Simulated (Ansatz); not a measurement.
A scan (energy against volume; even scaling of the relaxed cell, symmetry kept) gave these values. These are PBE (plane waves to 420 eV, PAW, scalar-relativistic; Ansatz, a first-principles code) values and carry that method's errors.

The bulk modulus at fixed cell shape B₀ (third-order Birch-Murnaghan fit) comes out as 200 GPa, the pressure derivative B₀′ (fit) is 4.5 and the equilibrium volume of the fit is 10.06 Å³/atom.

Task: Of these crystals, all scanned alike, which one is it?
(A) Zr (hcp, Mg type)
(B) Ga₂O₃ (corundum)
(C) CdSe (wurtzite)
(D) TiSi₂ (C54 type, space group Fddd)

Result: B, Ga₂O₃ (corundum). The others have, for the bulk modulus at fixed cell shape: CdSe 44.6 GPa, TiSi2 143 GPa, Zr 93.8 GPa

All were relaxed with their symmetry unable to fall. The PAW data are Ansatz's earlier set. TiSi2 is run without spin polarisation. Zr is run without spin polarisation. With the shape held, the modulus is that of even scaling; a crystal free to change shape is softer.

(Under strain, the slope of the energy per volume gives the stress and its curvature an elastic modulus.)
